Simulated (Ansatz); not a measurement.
NaCl (rock salt)

```
NaCl
1.0
    0.00000     2.80075     2.80075
    2.80075     0.00000     2.80075
    2.80075     2.80075     0.00000
Cl Na
1 1
Direct
  0.00000   0.00000   0.00000
  0.50000   0.50000   0.50000
```

The slice is a {110} plane (indices of the conventional cell) through the point (0.500, 0.500, 0.500) (fractional), spanned by u = [100] and v = [1 -1 -1] in vectors of this cell: u (3.96 Å) and v (5.60 Å, at 90° to u). It covers one period; positions are fractions (u, v).

All values below come from PBEsol (plane waves to 420 eV, PAW, scalar-relativistic; Ansatz, a program for electronic structure). k mesh 10×10×10. Inside the PAW spheres the values are not all-electron values, and peaks at nuclei hang on which shells count as valence. NaCl was relaxed with its symmetry unable to fall.

Question: Predict the map of the electrostatic potential energy of an electron, from the cell's mean on the slice.

Answer: 
```
|xxxxxxxxxx3366889999886633xxxxxxxx|
|xxxxxxxx00447788999988774400xxxxxx|
|xxxxxxxx22557799999999775522xxxxxx|
|xxxx0022557788999999998877552200xx|
|3333445577889999999999998877554433|
|5555667788999999999999999988776655|
|3344667788999999999999999988776644|
|xxxx0044889999999999999999884400xx|
|xxxxxxxx55889999999999998855xxxxxx|
|xxxxxxxx00779999999999997700xxxxxx|
|xxxxxxxxxx5588999999998855xxxxxxxx|
|xxxxxxxxxx4488999999998844xxxxxxxx|
|xxxxxxxxxx5588999999998855xxxxxxxx|
|xxxxxxxx00779999999999997700xxxxxx|
|xxxxxxxx55889999999999998855xxxxxx|
|xxxx0044889999999999999999884400xx|
|3344667788999999999999999988776644|
|5555667788999999999999999988776655|
|3333445577889999999999998877554433|
|xxxx0022557788999999998877552200xx|
|xxxxxxxx22557799999999775522xxxxxx|
|xxxxxxxx00447788999988774400xxxxxx|
|xxxxxxxxxx3366889999886633xxxxxxxx|
|xxxxxxxxxx2266889999886622xxxxxxxx|
```
Scale: ten equal steps from 0.40 (start of '0') to 5.66 (end of '9'), in the order '0123456789'. Values: electrostatic potential energy of an electron, from the cell's mean, in eV. The map has 17 points along u (two characters each, u = 0 at the left) and 24 along v (v = 0 in the bottom row). Points within 1 Å of a nucleus are blanked (x), as the pseudised field means little there. The zero, the cell's mean, hangs on the PAW cores.
